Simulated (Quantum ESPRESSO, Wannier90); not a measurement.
# Wannierisation of MoP (P-6m2)

```
begin unit_cell_cart
ang
    3.2347598549    0.0000000000    0.0000000000
   -1.6173799274    2.8013842095    0.0000000000
    0.0000000000    0.0000000000    3.1822800000
end unit_cell_cart
begin atoms_frac
Mo   0.0000000000  0.0000000000  0.0000000000
P    0.3333333333 -0.3333333333  0.5000000000
end atoms_frac
```

Materials Project entry mp-219; symmetrised, unrelaxed at this level. COD (Crystallography Open Database) has an entry of this formula and space group (matched by these alone). Computed values, not measurements, from PBEsol: Quantum ESPRESSO (norm-conserving PseudoDojo potentials, cutoff 64 Ry, no spin polarisation, no spin-orbit coupling) on a Γ-centred 12×12×10 mesh, then Wannier90. Density: 12×12×10 mesh, cold smearing 0.01 Ry.

A tight-binding model is made by disentanglement and projection with no localisation steps (num_iter = 0), so the 13 orbitals stay atom-like: hydrogen-like Mo: s;p;d; P: s;p, axes along x, y, z; frozen window up to 1.50 eV relative to the Fermi level. It follows pw.x to 1.4 meV rms for states up to 1.0 eV relative to the Fermi level. Matrix elements depend on this choice of orbitals and windows. The run ended at its step limit with the spread still drifting slowly, so a lower minimum may lie further on.

Task: Which pairs of orbitals on different sites are coupled most strongly? Give distance, modulus and how many such pairs a cell has.

Result: 
| orbital | orbital | distance of the centres (Å) | modulus (eV) | pairs |
|---|---|---|---|---|
| Mo py | P pz | 2.38 | 1.88 | 2 |
| Mo py | P s | 2.38 | 1.70 | 2 |
| Mo px | P pz | 2.42 | 1.63 | 4 |
| Mo dyz | P s | 2.44 | 1.62 | 2 |
| Mo dyz | P py | 2.62 | 1.57 | 2 |
| Mo s | P py | 2.64 | 1.53 | 2 |
| Mo pz | Mo pz | 3.18 | 1.52 | 1 |
| Mo s | P pz | 2.45 | 1.51 | 6 |
| Mo pz | P py | 2.64 | 1.49 | 2 |
| Mo px | P s | 2.42 | 1.48 | 4 |
| Mo pz | P s | 2.45 | 1.46 | 6 |
| Mo dxz | P s | 2.45 | 1.40 | 4 |
| Mo s | P s | 2.45 | 1.39 | 6 |
| Mo s | P px | 2.55 | 1.33 | 4 |
| Mo py | P py | 2.56 | 1.32 | 2 |
| Mo pz | P px | 2.55 | 1.29 | 4 |
| Mo dz2 | Mo pz | 3.18 | 1.26 | 2 |
| Mo dyz | P pz | 2.44 | 1.23 | 2 |
| Mo px | Mo py | 3.41 | 1.14 | 2 |
| Mo dx2-y2 | P pz | 2.45 | 1.14 | 2 |
| Mo px | Mo px | 3.23 | 1.13 | 1 |
| Mo dxz | P pz | 2.45 | 1.06 | 4 |
| Mo px | P px | 2.35 | 1.06 | 2 |
| Mo dyz | P px | 2.56 | 1.04 | 4 |
| Mo dxz | P py | 2.37 | 1.04 | 4 |
| Mo px | P py | 2.35 | 1.03 | 4 |
| Mo py | P px | 2.60 | 1.03 | 4 |
| Mo dxy | P pz | 2.45 | 0.98 | 4 |
| Mo dxz | P px | 2.54 | 0.98 | 4 |
| Mo py | P pz | 2.49 | 0.94 | 4 |
